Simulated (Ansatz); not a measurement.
SrTiO₃:
```
SrTiO3
1.0
   -2.75900     2.75900     3.91350
    2.75900    -2.75900     3.91350
    2.75900     2.75900    -3.91350
Sr Ti O
2 2 6
Direct
  0.75000   0.25000   0.50000
  0.25000   0.75000   0.50000
  0.00000   0.00000   0.00000
  0.50000   0.50000   0.00000
  0.76677   0.26677   0.03354
  0.23323   0.73323   0.96646
  0.26677   0.23323   0.50000
  0.73323   0.76677   0.50000
  0.75000   0.75000   0.00000
  0.25000   0.25000   0.00000
```

The program Ansatz at the r²SCAN level (PAW) gives a gap of 2.31 eV without spin–orbit coupling, maximum at Γ, minimum at Γ.

Problem. What happens when spin–orbit coupling is switched on?

Solution. The gap drops by 0.02 eV, to 2.29 eV; maximum at Γ, minimum at Γ.

Problem. Give the electron effective mass with spin–orbit coupling.

Solution. 0.43, 0.75, 0.87 mₑ (principal values).

Problem. Give the hole effective mass with spin–orbit coupling.

Solution. 0.92, 1.6, 1.7 mₑ (principal values).

Space group I4/mcm. The first step of the workflow began from a Materials Project structure, measured or hypothetical; the Crystallography Open Database files this formula in space group No. 140, but the cells were not matched. It is not the phase usual at ambient conditions (space group No. 221). Symmetry was held in the r²SCAN relaxation; whether a distortion lowers the energy is not shown. The run is not spin-polarised.

Potentials: the later of the program's two PAW sets.
